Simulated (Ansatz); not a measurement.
Method: DFT PBE, scalar-relativistic, plane waves, PAW in Ansatz 0.2.0. Settings: cutoff 420 eV, Γ-centred meshes spaced at most about 0.3 Å⁻¹, and about 0.25 Å⁻¹ or finer for metals (2π included), Gaussian smearing. No spin polarisation in the final relaxations.

These are static total energies at zero pressure.

Compare these two cells of MgBe₂Te₃, each relaxed at this level.

A.

```yaml
crystal:
  lattice:
    - [8.05334, 0.00000, 0.00000]
    - [-4.02667, 6.97440, 0.00000]
    - [0.00000, 0.00000, 3.21507]
  atoms:
    - { symbol: Mg, position: [0.00000, 0.00000, 0.50000] }
    - { symbol: Be, position: [0.33333, 0.66667, 0.00000] }
    - { symbol: Be, position: [0.66667, 0.33333, 0.00000] }
    - { symbol: Te, position: [0.50000, 0.00000, 0.00000] }
    - { symbol: Te, position: [0.00000, 0.50000, 0.00000] }
    - { symbol: Te, position: [0.50000, 0.50000, 0.00000] }
```

B.

```yaml
crystal:
  lattice:
    - [4.72380, 0.00000, 0.00000]
    - [0.00000, 4.72380, 0.00000]
    - [0.00000, 0.00000, 7.11731]
  atoms:
    - { symbol: Mg, position: [0.50000, 0.50000, 0.50011] }
    - { symbol: Be, position: [0.50000, 0.50000, 0.11040] }
    - { symbol: Be, position: [0.00000, 0.00000, 0.85669] }
    - { symbol: Te, position: [0.50000, 0.00000, 0.00604] }
    - { symbol: Te, position: [0.00000, 0.50000, 0.00604] }
    - { symbol: Te, position: [0.00000, 0.00000, 0.52072] }
```

Question: Which is lower in energy, and by how much?

Answer: B is lower, by 245 meV/atom. A has space group P6/mmm (No. 191), 30.1 Å³/atom and no gap on its mesh; B has space group P4mm (No. 99), 26.5 Å³/atom and no gap. Counting Te atoms around Be and Mg (those within 1.25 times the shortest such distance or 1.15 times the sum of covalent radii; the shortest distance is added where it is long for a bond; a slash parts the counts of unlike sites), A has Mg 12 from 4.3 Å, Be 3 and B has Mg 4 from 3.3 Å, Be 4/5. The denser one is the lower, and pressure would at first widen the difference. Even the lower one lies +0.10 eV/atom against the reference forms of the elements (uncorrected), so neither is stable at this level. In A, Mg is surrounded by 2 Mg at 3.22 Å; Be has 3 Te at 2.32 Å; Te has 2 Be at 2.32 Å. In B, around Mg lie 1 Be at 2.77 Å and 4 Te at 3.34 Å; Be on its first site is surrounded by 4 Te at 2.48 Å and 1 Mg at 2.77 Å; Te on a site of symmetry 2mm has 4 Be at 2.48–2.59 Å; 2 more sites not described. Both come from invented guesses. A third cell relaxed alike, in P-3m1, lies 262 meV/atom below the lower of the two.

Spin–orbit coupling, which can matter for Te, is left out. Cells relaxed within their symmetry can be saddle points.
